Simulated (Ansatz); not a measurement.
Ca$_{3}$SiO:
```
CELL_PARAMETERS angstrom
     -3.31804     4.69352     3.32908
      3.31804    -4.69352     3.32908
      3.31804     4.69352    -3.32908
ATOMIC_POSITIONS crystal
  Ca 0.71475 0.46475 0.25000
  Ca 0.28525 0.53525 0.75000
  Ca 0.76790 0.00000 0.26790
  Ca 0.23210 0.00000 0.73210
  Ca 0.23210 0.50000 0.23210
  Ca 0.76790 0.50000 0.76790
  Si 0.75069 0.00069 0.75000
  Si 0.24931 0.99931 0.25000
  O  0.00000 0.50000 0.50000
  O  0.50000 0.50000 0.00000
```

Tensor components refer to the Cartesian frame of this cell.

Q: Give the high-frequency dielectric tensor and the Born effective charge tensors of the independent atoms from DFPT, DFT-r²SCAN in the program Ansatz with PAW potentials.

A: 
ε∞:
```
14.5  0.00  0.00
0.00  14.4  0.00
0.00  0.00  14.4
```
Z* of atom 1 (Ca), rows: field, columns: displacement, in e:
```
2.66  0.00  0.00
0.00  1.78  0.00
0.00  0.00  2.63
```
Z* of atom 3 (Ca), rows: field, columns: displacement, in e:
```
 2.23   0.00  -0.46
 0.00   2.62   0.00
-0.46   0.00   2.25
```
Z* of atom 7 (Si), rows: field, columns: displacement, in e:
```
-3.96   0.00   0.00
 0.00  -3.87   0.00
 0.00   0.00  -3.96
```
Z* of atom 9 (O), rows: field, columns: displacement, in e:
```
-3.16   0.00   0.00
 0.00  -3.15   0.01
 0.00   0.02  -3.17
```

Static charges for comparison (Bader): Ca1 +1.37, Ca3 +1.37, Si7 -2.55, O9 -1.55 e. Born charges measure polarisation by displacement and can exceed these by far.

Space group Imma. The first step of the workflow began from a Materials Project structure, measured or hypothetical; the Crystallography Open Database copy checked does not list it. COD files the formula under space group No. 62. Its standing as an ambient phase is unchecked. Symmetry was held in the r²SCAN relaxation; its stability against distortions is not shown here.

Potentials: the later of the program's two PAW sets.
